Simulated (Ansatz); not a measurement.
**Local coordination and C_Q of ⁴⁵Sc**

All values are calculated (Ansatz; DFT, r2SCAN, plane waves and PAW, scalar-relativistic, 500 eV cutoff), not measured. Q = -220.0 mb (Pyykkö 2018), I = 7/2. The cells come from the COD and the Materials Project (computed, not necessarily observed phases), with the atoms as given or relaxed (PBE, cell held). Forces reach 0.3 eV/Å in them. Spin–orbit coupling is left out, which moves gradients at and beside heavy atoms (Cs) by some per cent and at some sites by far more. At most two sites a crystal are listed; metals, magnetic cells and gradients under 0.03 × 10²¹ V/m² (0.12 where the gap is under 1 eV) that symmetry doesn't force to zero are left out, and those under about 0.1 are uncertain even in sign.

```tsv
crystal	space group	first shell of Sc	C_Q (MHz)	η
Sr3Sc3N5	P-1	4 N at 2.07–2.15 Å	-23.4	0.52
Sr3Sc3N5	P-1	4 N at 2.08–2.14 Å	-24.1	0.62
CaScBO4	Pnma	6 O at 2.07–2.25 Å	?	?
Cs3Sc2Br9	P6_3/mmc	6 Br at 2.56–2.78 Å	-2.90	0.00
Cs3Sc2I9	P6_3/mmc	6 I at 2.82–3.02 Å	?	?
Rb3Sc2Br9	P6_3/mmc	6 Br at 2.55–2.77 Å	-2.55	0.00
```

Question: Estimate the withheld values.

Answer: CaScBO4 (6 O at 2.07–2.25 Å): C_Q = -26.3 MHz, η = 0.10; Cs3Sc2I9 (6 I at 2.82–3.02 Å): C_Q = -2.30 MHz, η = 0.00.

By the number of first neighbours, |C_Q| spans 23 to 24 MHz with 4, 2.3 to 26 MHz with 6.

The crystals are a selection from a larger pool of database entries, not a random sample of it.
